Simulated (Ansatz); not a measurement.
How the functional moves the response of LaBi (Fm-3m) (PBEsol, LDA)

```xyz
2
Lattice="0.0000 3.2783 3.2783 3.2783 0.0000 3.2783 3.2783 3.2783 0.0000" Properties=species:S:1:pos:R:3 pbc="T T T"
La    0.0000    0.0000    0.0000
Bi    3.2783    3.2783    3.2783
```

This cell (35.23 Å³ an atom) was relaxed by PAW under PBEsol, and each functional gets its own cell relaxed so. Quantity: elastic moduli (Hill averages, relaxed ions; θ_D from sound speeds over directions).

Runs: (1) PBEsol, all-electron LAPW in Ansatz 0.2.0, scalar-relativistic; k mesh 12×12×12, strains of ±0.008, Fermi-Dirac smearing of 0.080 eV, basis error target 0.5 meV/atom. (2) LDA, all-electron LAPW in Ansatz 0.2.0, scalar-relativistic; k mesh 12×12×12, strains of ±0.005, Fermi-Dirac smearing of 0.100 eV, basis error target 1 meV/atom.

Under PBEsol: B = 52.7 GPa, G = 28.1 GPa, C11 = 132 GPa, C44 = 16.0 GPa, ν = 0.274, θ_D = 179 K.

Problem. Which way does LDA move the volume, and by how much?

Solution. a = 6.503 Å, 34.38 Å³ an atom: 2.4 % smaller.

Problem. What does LDA give for these quantities?

Solution. 

```tsv
quantity	PBEsol	LDA	change
B	52.7 GPa	56.3 GPa	+7 %
G	28.1 GPa	29.8 GPa	+6 %
C11	132 GPa	143 GPa	+8 %
C44	16.0 GPa	16.6 GPa	+4 %
ν	0.274	0.275	under 1 %
θ_D	179 K	182 K	+2 %
```

Known limits: responses of metals move with mesh and smearing; no spin-orbit coupling on heavy atoms; the softest shear constant rests on one k mesh, and a soft shear can herald a distortion on cooling.
